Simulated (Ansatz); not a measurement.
Li2O (anti-fluorite) is sheared across one {100} plane: the third cell vector gains the shift, so faults repeat every 6.9 Å. The cut lies between planes 1.16 Å apart; the cell height is held.

```
CELL_PARAMETERS angstrom
      3.27118     0.00000     0.00000
      0.00000     3.27118     0.00000
      1.63559     1.63559     6.93921
ATOMIC_POSITIONS crystal
  O  0.00000 0.00000 0.91667
  O  0.33333 0.33333 0.25000
  O  0.66667 0.66667 0.58333
  Li 0.91667 0.41667 0.08333
  Li 0.25000 0.75000 0.41667
  Li 0.58333 0.08333 0.75000
  Li 0.41667 0.91667 0.08333
  Li 0.75000 0.25000 0.41667
  Li 0.08333 0.58333 0.75000
```

In-plane vectors a = (3.271, 0.000) Å, b = (0.000, 3.271) Å, area 10.70 Å². The shift is s times the vector a + b (length 4.626 Å), so s = 1 restores the start. Atoms relax along the normal only. γ = [E(shift) − E(0)] / area.

Computed with PBE (plane waves to 420 eV, PAW, scalar-relativistic; Ansatz, a quantum-chemistry and plane-wave program). k mesh 9×9×9 (Γ-centred), Fermi-Dirac smearing 0.05 eV. E is the zero-smearing estimate. Faults lie only 6.9 Å apart, and holding the cell height raises γ above its relaxed value. Li2O was relaxed with its symmetry unable to fall. γ is measured from zero shift.

| s | γ (mJ/m²) |
|---|---|
| 0.000 | 0 |
| 0.083 | 264 |
| 0.167 | 769 |
| 0.250 | 1244 |
| 0.333 | 1593 |
| 0.417 | 1759 |
| 0.500 | 1782 |
| 0.583 | 1759 |
| 0.667 | 1593 |
| 0.750 | 1244 |
| 0.833 | 769 |
| 0.917 | 264 |

Task: Does γ have a local minimum between the ends of the line, and at which s?

Result: No computed point is one.

Task: By a periodic cubic spline through the points, what shear stress does the steepest rise of γ from s = 0 correspond to?

Result: 14 GPa. A slope of 1 mJ/m² per Å is 0.01 GPa.

(The slope of γ gives the shear force per area between the displaced halves; near zero shift its curvature is an elastic stiffness.)
